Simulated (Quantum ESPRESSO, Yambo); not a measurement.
Quasiparticle gap of Rb2PtF6

Rb2PtF6 has the trigonal space group P-3m1 (No. 164), Pearson symbol hP9. Conventional cell: a = b = 5.925 Å, c = 4.766 Å, α = β = 90.00°, γ = 120.00°. F on 6i sees 1 Pt at 1.957 Å and 4 Rb at 2.927–3.017 Å (square pyramidal). Rb on 2d is coordinated by 12 F at 2.927–3.017 Å. Pt on 1a has 6 F at 1.957 Å (octahedral). (Neighbours: up to the widest gap in distance over summed covalent radii, below 1.35, at either atom; cation-cation contacts left out.)

The geometry is that of Materials Project entry mp-8192, symmetrised and not relaxed again.

Starting point: norm-conserving PBEsol (Quantum ESPRESSO, 84 Ry, no spin-orbit coupling). G0W0 in Yambo: 3×3×2 Γ-centred k mesh, bands 5 to 222 and a 7 Ry block in the screening, 222 bands in G with the Bruneval-Gonze terminator, plasmon pole fitted at 27.2 eV.

The PBEsol gap along the band path is 2.53 eV and the PBEsol gap between the mesh's edge points (H → (0, 0.333, -0.5)) is 2.61 eV. The G0W0 gap between the same points comes out as 6.47 eV and the PBEsol smallest direct gap on the mesh (at (0, 0.333, -0.5)) is 2.64 eV. The G0W0 direct gap at that point is 6.51 eV and the estimate of the fundamental G0W0 gap (path gap plus the correction; the mesh misses a band edge) comes out as 6.39 eV.

```json
[
 {"k point": "Γ", "band": "VB", "E PBEsol (eV)": "-0.15", "E QP (eV)": "-1.84", "shift (eV)": "-1.69", "Z": "0.82"},
 {"k point": "Γ", "band": "CB", "E PBEsol (eV)": "2.84", "E QP (eV)": "5.10", "shift (eV)": "2.26", "Z": "0.82"},
 {"k point": "A", "band": "VB", "E PBEsol (eV)": "-0.16", "E QP (eV)": "-1.84", "shift (eV)": "-1.68", "Z": "0.82"},
 {"k point": "A", "band": "CB", "E PBEsol (eV)": "2.78", "E QP (eV)": "5.03", "shift (eV)": "2.24", "Z": "0.82"},
 {"k point": "(0, 0.333, -0.5)", "band": "VB", "E PBEsol (eV)": "-0.04", "E QP (eV)": "-1.71", "shift (eV)": "-1.68", "Z": "0.82"},
 {"k point": "(0, 0.333, -0.5)", "band": "CB", "E PBEsol (eV)": "2.61", "E QP (eV)": "4.79", "shift (eV)": "2.19", "Z": "0.83"},
 {"k point": "K", "band": "VB", "E PBEsol (eV)": "-0.08", "E QP (eV)": "-1.76", "shift (eV)": "-1.68", "Z": "0.82"},
 {"k point": "K", "band": "CB", "E PBEsol (eV)": "2.66", "E QP (eV)": "4.87", "shift (eV)": "2.21", "Z": "0.83"},
 {"k point": "H", "band": "VB", "E PBEsol (eV)": "0.00", "E QP (eV)": "-1.67", "shift (eV)": "-1.67", "Z": "0.82"},
 {"k point": "H", "band": "CB", "E PBEsol (eV)": "2.66", "E QP (eV)": "4.87", "shift (eV)": "2.21", "Z": "0.83"}
]
```

Energies count from the PBEsol valence-band maximum.

Nearest settings tried, and what they do to the gap: 148 bands in G: +8 meV; 93 bands in W, 93 bands in G: +161 meV; 6 Ry block (277 vectors against 307): -6 meV. Not varied: mesh. So the settings aren't converged at that level.

Without spin-orbit coupling, band edges of such heavy elements can be off by tenths of an eV.

The structure is a Materials Project entry; no match was found in the copy of COD used, and its stability was not checked.
